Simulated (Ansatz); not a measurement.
Data:

AlZnNO:
```cif
data_AlNOZn
_chemical_formula_sum 'Al1 Zn1 O1 N1'
_space_group_name_H-M_alt 'P 1'
_space_group_IT_number 1
_cell_length_a 3.13850
_cell_length_b 3.13850
_cell_length_c 5.14689
_cell_angle_alpha 90.000
_cell_angle_beta 90.000
_cell_angle_gamma 120.000
loop_
_space_group_symop_operation_xyz
  'x, y, z'
loop_
_atom_site_label
_atom_site_type_symbol
_atom_site_fract_x
_atom_site_fract_y
_atom_site_fract_z
_atom_site_occupancy
Al1 Al 0.33333 0.66667 0.50483 1
Zn1 Zn 0.66667 0.33333 0.98733 1
O1 O 0.33333 0.66667 0.15103 1
N1 N 0.66667 0.33333 0.60680 1
```

This is the PBEsol-relaxed structure.

### Question
All from the program Ansatz at the PBEsol level (PAW), unless another level is named. Estimate the electronic dielectric constant ε∞ (DFPT).

### Answer
4.43 (xx = yy), 4.64 (zz).

### Question
Next, the static dielectric constant ε0 (ions relaxed, cell fixed)?

### Answer
9.01 (xx = yy), 8.43 (zz).

### Question
Give the Born charges (a third of the trace).

### Answer
Al +2.56, Zn +1.99, O -2.24, N -2.32 e.

Space group P3m1. The start of the workflow was typed in or built on a structure type; neither database checked (COD, Materials Project) lists it. Its standing as an ambient phase is unchecked. The PBEsol relaxation kept the symmetry of its start; its stability against distortions is not shown here.

Potentials: the earlier of the program's two PAW sets. The files were generated under PBE; for other functionals the program regenerates the frozen cores, and for LDA and PBEsol the local potential too.
